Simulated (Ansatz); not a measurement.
TaSi2: field gradients at two levels of theory

Cell: a structure deposited in the COD, ions relaxed with PBE at fixed cell.

Space group P6_222 (No. 180); a = 4.7800, c = 6.5640 Å, γ = 120.00°.

| site | Wyckoff | site symmetry | x | y | z |
| --- | --- | --- | --- | --- | --- |
| Ta | 3d | 222 | 0.5000 | 0.0000 | 0.5000 |
| Si | 6j | ..2 | 0.1589 | 0.3179 | 0.5000 |

One atom of each set is listed.

First run. Method: Kohn–Sham DFT in Ansatz, PBE, plane waves and PAW, scalar-relativistic, 420 eV cutoff, Γ-centred 8×8×5 k-points, Fermi–Dirac smearing 0.05 eV.

```
site  V_zz (10²¹ V/m²)     η
  Ta              6.45  0.89
  Si             -2.75  0.53
```

Second run. The same atoms and settings, except that spin–orbit coupling is included (fully relativistic PAW files).

Question: What does the second run give?

Answer: 

```json
{"site": "Ta", "V_zz": "6.53", "η": "0.86", "change of V_zz": "+0.08"}
{"site": "Si", "V_zz": "-2.73", "η": "0.52", "change of V_zz": "+0.02"}
```

The largest change of V_zz is on Ta, from 6.45 to 6.53. In per cent, |V_zz| changes by +1 on Ta, -1 on Si (all sites that start above 2).

With no gap above 0.1 eV, as in a metal, the gradients converge slowly in k; expect changes of a tenth or more on a denser mesh. With these PAW files V_zz is typically within 2 to 3 % of all-electron values, but misses above 10 % occur on Ta.
